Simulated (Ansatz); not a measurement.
TiS2:
```cif
data_S2Ti
_chemical_formula_sum 'Ti1 S2'
_space_group_name_H-M_alt 'P 1'
_space_group_IT_number 1
_cell_length_a 3.35072
_cell_length_b 3.35072
_cell_length_c 5.63748
_cell_angle_alpha 90.000
_cell_angle_beta 90.000
_cell_angle_gamma 120.000
loop_
_space_group_symop_operation_xyz
  'x, y, z'
loop_
_atom_site_label
_atom_site_type_symbol
_atom_site_fract_x
_atom_site_fract_y
_atom_site_fract_z
_atom_site_occupancy
Ti1 Ti 0.00000 0.00000 0.00000 1
S1 S 0.66667 0.33333 0.25272 1
S2 S 0.33333 0.66667 0.74728 1
```

Relaxed with PBEsol.

Q: Decompose the optical modes at the zone centre into irreducible representations, and say which are infrared and Raman allowed.

A: Point group -3m: Γ_opt = A1g + A2u + Eg + Eu. Infrared: A2u, Eu. Raman: A1g, Eg.

Q: Assign frequencies (DFPT, PBEsol (plane waves, PAW; program Ansatz)).

A: Eu 180, Eg 242, A1g 332, A2u 377 cm⁻¹.

Space group P-3m1 (CdI2 type). The cell was relaxed with PBEsol under the symmetry of its start. The workflow began spin-polarised and lost its moments. A crystal of weakly bound layers computed without a dispersion correction: the cell and the soft elastic constants depend strongly on that. As this level gives no gap, phonon frequencies hold no LO–TO term and depend on the k-mesh and smearing (Fermi–Dirac, 0.1 eV here).

Potentials: the earlier of the program's two PAW sets. The files were generated under PBE; for other functionals the program regenerates the frozen cores, and for LDA and PBEsol the local potential too.
